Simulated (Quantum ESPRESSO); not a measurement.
**Kohn-Sham bands of Zn₂SeS (P-4m2)**

```
Zn2SeS
1.0
    3.90929     0.00000     0.00000
    0.00000     3.90929     0.00000
    0.00000     0.00000     5.52212
Zn Se S
2 1 1
Direct
  0.50000   0.00000   0.76306
  0.00000   0.50000   0.23694
  0.00000   0.00000   0.50000
  0.50000   0.50000   0.00000
```

Cell from Materials Project (mp-1215430), symmetrised, no further relaxation. Not found in the COD (Crystallography Open Database) copy used; not checked further. Computed values, not measurements, from PBEsol: Quantum ESPRESSO (norm-conserving PseudoDojo potentials, cutoff 69 Ry, no spin polarisation, no spin-orbit coupling) on a Γ-centred 8×8×6 mesh, then Wannier90. Density: 8×8×6 mesh, cold smearing 0.01 Ry. Spin-orbit coupling, left out, would split the p-like bands by a few tenths of an eV.

Problem. List the Kohn-Sham levels between −8 and 4.5 eV relative to the valence-band maximum at the high-symmetry points, as a band run of pw.x on that density gives them (levels within 2 meV counted together).

Solution. 
```tsv
point	k (reciprocal lattice)	levels (eV)
Γ	0.000 0.000 0.000	-6.58, -6.54 (×2), -6.50, -6.23 (×2), -6.10 (×2), -6.04, -5.90, -4.76, -2.34 (×2), -0.06, 0.00 (×2), 1.49, 3.01, 3.58
X	0.000 0.500 0.000	-6.45, -6.43, -6.42, -6.35, -6.31, -6.23, -6.12, -6.10, -6.06, -6.03, -4.26, -4.07, -2.65, -2.59, -1.33, -0.62, 4.13
M	0.500 0.500 0.000	-6.55 (×2), -6.25, -6.24 (×2), -6.22, -6.04 (×2), -5.93, -5.88, -4.78 (×2), -2.50, -2.27 (×2), -2.08, 2.74, 3.21, 3.62 (×2)
Z	0.000 0.000 0.500	-6.60, -6.54, -6.45 (×2), -6.36 (×2), -6.15, -6.11, -6.08, -6.06, -2.83, -2.80, -1.65 (×2), -0.98 (×2), 3.85, 3.90, 4.24, 4.40
R	0.000 0.500 0.500	-6.48, -6.44, -6.43, -6.40, -6.08 (×2), -6.07 (×2), -5.94, -5.90, -5.52, -5.27, -1.29, -0.98, -0.89, -0.56, 2.65, 2.89
A	0.500 0.500 0.500	-6.43 (×2), -6.31, -6.26, -6.14 (×2), -6.13 (×2), -5.75, -5.75, -4.76 (×2), -2.92, -2.83 (×2), -2.73
```
